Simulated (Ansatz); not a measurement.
A crystal relaxed with r2SCAN in the PAW code Ansatz has space group Cm (No. 8) and a = 6.777 Å, b = 6.560 Å, c = 5.570 Å, β = 125.2°.

```csv
atom,site,x,y,z
Xx,2a,0.8576,0.5000,0.8824
Xx,4b,0.9645,0.2794,0.4801
Sb,2a,0.4395,0.5000,0.9969
N,4b,0.8233,0.7653,0.7002
N,2a,0.8014,0.5000,0.1881
```

r2SCAN gives an indirect gap of 1.67 eV, from Γ–Y (0.49 of the way from Γ) to k = (-0.005, -0.005, 0.305); the least direct gap is 1.80 eV at k = (-0.005, -0.005, 0.305). HSE06 gives an indirect gap of 2.36 eV, from Γ–Y (0.49 of the way from Γ) to k = (-0.005, -0.005, 0.305); the least direct gap is 2.46 eV at k = (-0.005, -0.005, 0.305). PBE gives an indirect gap of 1.38 eV, from Γ–Y (0.50 of the way from Γ) to Γ–A (0.60 of the way from Γ); the least direct gap is 1.52 eV at Γ–A (0.60 of the way from Γ). Meshes: r2SCAN 6×6×6, HSE06 4×4×4, PBE 6×6×6.

Problem. Which element is Xx?
A. Cd
B. Hg
C. Mg
D. Zn

Solution. D. Xx is Zn: Zn3SbN3 (Cm) from a database of computed structures. Zn is surrounded by 3 N at 1.95–1.96 Å; Zn is surrounded by 3 N at 1.96–2.00 Å; Sb is surrounded by 3 N at 2.03–2.05 Å; N is surrounded by 3 Zn at 1.96–2.00 Å and 1 Sb at 2.05 Å; N is surrounded by 3 Zn at 1.95–1.97 Å and 1 Sb at 2.03 Å.

Spin-unpolarised throughout; all numbers are computed.

No spin-orbit coupling is included; it can move band edges with weight on the heavy atoms by tenths of an eV.

Where an edge lies off the special points, it is a point of the mesh or the k point where a search put PBE's edge or least direct gap, reused for the other functionals, whose own edges may lie a little apart; PBE's own value is read along its path and can be a few hundredths of an eV high.

Coordinates of k points refer to the reciprocal vectors of the primitive cell of the runs.

The meshes of the hybrids are coarse, so their gaps aren't converged to the digits shown.
